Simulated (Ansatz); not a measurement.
This cell of AlRu (CsCl type) is off equilibrium:

```yaml
crystal:
  lattice:
    - [2.98252, 0.00000, 0.00000]
    - [0.00000, 2.98252, 0.00000]
    - [0.00000, 0.00000, 2.98252]
  atoms:
    - { symbol: Al, position: [0.00000, 0.00000, 0.01118] }
    - { symbol: Ru, position: [0.50000, 0.50000, 0.49702] }
```

Computed with r2SCAN (plane waves to 500 eV, PAW, scalar-relativistic; Ansatz, a first-principles code). k mesh 16×16×16 (Γ-centred), Fermi-Dirac smearing 0.05 eV. Compression counts positive. With partly filled bands, energies and forces of such displacements shift with the k mesh and the smearing. AlRu is run without spin polarisation. AlRu was relaxed with its symmetry unable to fall.

### Question
What forces act on the atoms (eV/Å, Cartesian)?

### Answer
| atom | Fx | Fy | Fz |
|---|---|---|---|
| Al1 | 0.000 | 0.000 | -0.345 |
| Ru2 | 0.000 | 0.000 | 0.345 |

(For displaced atoms, the force is minus the slope of the energy, and its curvature is a force constant, which sets phonon frequencies.)
